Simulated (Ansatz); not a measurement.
Input:

BaTiHO$_{2}$:
```cif
data_HBaO2Ti
_chemical_formula_sum 'Ba1 Ti1 O2 H1'
_space_group_name_H-M_alt 'P 1'
_space_group_IT_number 1
_cell_length_a 3.99375
_cell_length_b 3.99375
_cell_length_c 3.91381
_cell_angle_alpha 90.000
_cell_angle_beta 90.000
_cell_angle_gamma 90.000
loop_
_space_group_symop_operation_xyz
  'x, y, z'
loop_
_atom_site_label
_atom_site_type_symbol
_atom_site_fract_x
_atom_site_fract_y
_atom_site_fract_z
_atom_site_occupancy
Ba1 Ba 0.50000 0.50000 0.50000 1
Ti1 Ti 0.00000 0.00000 0.00000 1
O1 O 0.50000 0.00000 0.00000 1
O2 O 0.00000 0.50000 0.00000 1
H1 H 0.00000 0.00000 0.50000 1
```
The run is spin-polarised; directions of the spins, atom by atom: 0 ↑ 0 0 0.

This is the PBEsol-relaxed structure.

Task: All from plane-wave PAW PBEsol (Ansatz code), unless another level is named. Predict the electronic character.

Result: metallic (no gap).

Task: Give the formation energy from the elements (no fitted shifts).

Result: -2.28 eV/atom.

Task: Next, the density of states at the Fermi level?

Result: 0.34 states/eV per atom (mean over ±0.08 eV).

Space group P4/mmm. The start of the workflow was typed in or built on a structure type; neither database checked (COD, Materials Project) lists it. Its standing as an ambient phase is unchecked. The PBEsol relaxation kept the symmetry of its start; whether a distortion lowers the energy is not shown. The final state is ferromagnetic, chosen from 4 collinear starts compared on coarse meshes (ties went to the first, and starts can fall back to one state), not a proven ground state. No Hubbard U is applied. The compound may be a true metal, but semilocal functionals without U, or a wrong spin order, can also close a gap. The references are the lowest solids computed at this level, not always the standard phases (solids in place of the gases). Spin–orbit coupling is left out wherever it is not named.

Potentials: the later of the program's two PAW sets.
